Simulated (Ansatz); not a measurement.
# Surface calculation: fcc Ni (111), 7 layers

The slab is cut from the fcc crystal, the stable phase, as relaxed on PAW files (10.40 Å³/atom), with 16 Å of vacuum and a dipole correction:

```xyz
7
Lattice="2.4498 0.0000 0.0000 -1.2249 2.1216 0.0000 0.0000 0.0000 28.0013" Properties=species:S:1:pos:R:3 pbc="T T T"
Ni    0.0000    0.0000    8.0000
Ni    0.0000    1.4144   10.0002
Ni    1.2249    0.7072   12.0004
Ni    0.0000    0.0000   14.0006
Ni    0.0000    1.4144   16.0009
Ni    1.2249    0.7072   18.0011
Ni    0.0000    0.0000   20.0013
```

Computed with Ansatz 0.2.0; functional PBEsol, scalar-relativistic. Settings: a Γ-centred 15×15×1 k mesh, Fermi–Dirac smearing of 0.1 eV, spin-polarised from start moments Ni1 1, Ni2 1, Ni3 1, Ni4 1, Ni5 1, Ni6 1, Ni7 1 μB. Methods: LAPW: all electrons, basis error target 1 meV/atom; PAW: frozen-core files, cutoff 420 eV.

The bulk energy comes from a cell in the slab's orientation on a 15×15×6 mesh. The surface energy is (E(slab) − N·E(bulk))/2A at zero smearing, the mean of both faces; thin slabs carry quantum-size effects.

The magnetic state is the one reached from the start moments; other orders weren't searched. The PAW files were made under PBE.

Question: As cut, the LAPW slab lies 1.512 eV above 7 atoms of bulk. What surface energy is that?

Answer: Over two faces of 5.20 Å² it is 145.4 meV/Å², and times 16.02 J/m² per eV/Å² that gives γ = 2.330 J/m².

Question: What do relaxation and the other method give, and what work function comes out?

Answer: 

| method | γ as cut (J/m²) | γ relaxed (J/m²) | Φ as cut (eV) | Φ relaxed (eV) |
| --- | --- | --- | --- | --- |
| LAPW | 2.330 | 2.321 | 5.24 | 5.23 |
| PAW | 2.332 | 2.323 | 5.24 | 5.23 |

Question: How do the spacings between the planes relax (positions relaxed on PAW files)?

Answer: From the bottom face up: d12 -1.4 % of 2.000 Å, d23 0.0 % of 2.000 Å, d34 0.0 % of 2.000 Å, d45 0.0 % of 2.000 Å, d56 0.0 % of 2.000 Å, d67 -1.4 % of 2.000 Å.

Question: How do the moments vary through the slab?

Answer: Ni1 0.70, Ni2 0.69, Ni3 0.65, Ni4 0.64, Ni5 0.65, Ni6 0.69, Ni7 0.70 μB in the LAPW spheres; the bulk has Ni 0.64 μB.

Question: What changes if the vacuum is set to 11 Å?

Answer: LAPW then gives: no gap, work function 5.23 eV; PAW: no gap, work function 5.23 eV. The program warns that the vacuum is too thin.
